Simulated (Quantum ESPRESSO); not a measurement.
# Where does C sit best among Si sites?

The results below are calculated, not measured. They come from pw.x of Quantum ESPRESSO 7.5, a plane-wave density functional program, with PseudoDojo standard norm-conserving files (v0.5 for PBE, v0.4.1 for LDA and PBEsol). The cells are made up: elements, strain and atom displacements were drawn at random, and nothing was relaxed. There is no spin polarisation, spin-orbit coupling or dispersion term.

The cell has 8 sites of a zincblende or diamond lattice. Sites 1 to 4 hold Si Ge Ge Ge; sites 5 to 8 hold X X X X. Cell vectors in Å: (5.706, 0.000, 0.000); (0.000, 5.706, 0.000); (0.000, 0.000, 5.706). Settings: PBE, cutoff 1116 eV, 6 x 6 x 6 k mesh shifted by half a step, Fermi-Dirac smearing of 0.1 eV.

In each run one of the sites marked X holds C and the others hold Si; cell and positions stay the same. E is the free energy of the cell.

| site of the guest | first shell | mean distance (Å) | E above the lowest (eV) | P (GPa) | force on the guest (eV/Å) |
| --- | --- | --- | --- | --- | --- |
| 5 | Ge3Si | 2.426 | 0.000 | -9.19 | 0.895 |
| 6 | Ge3Si | 2.545 | 0.599 | -7.82 | 0.560 |
| 7 | Ge3Si | 2.495 | 0.542 | -8.16 | 0.349 |
| 8 | Ge3Si | 2.437 | 0.205 | -8.87 | 0.729 |

A rerun of one of these cells at 1347 eV and k mesh 8 x 8 x 8 moved values by no more than 0.002 eV in the cell's energy, 0.02 GPa in stress and 0.009 eV/Å in force.

## Reading the table

Site 5 is lowest, by 0.205 eV, over three times the rerun's bound. A straight line of energy against the mean distance has a slope of 4.8 ± 1.3 eV/Å, so the guest costs less on the tighter sites. The positions are random and not relaxed, so the differences hold for this frozen cell and are not site preferences of a real crystal.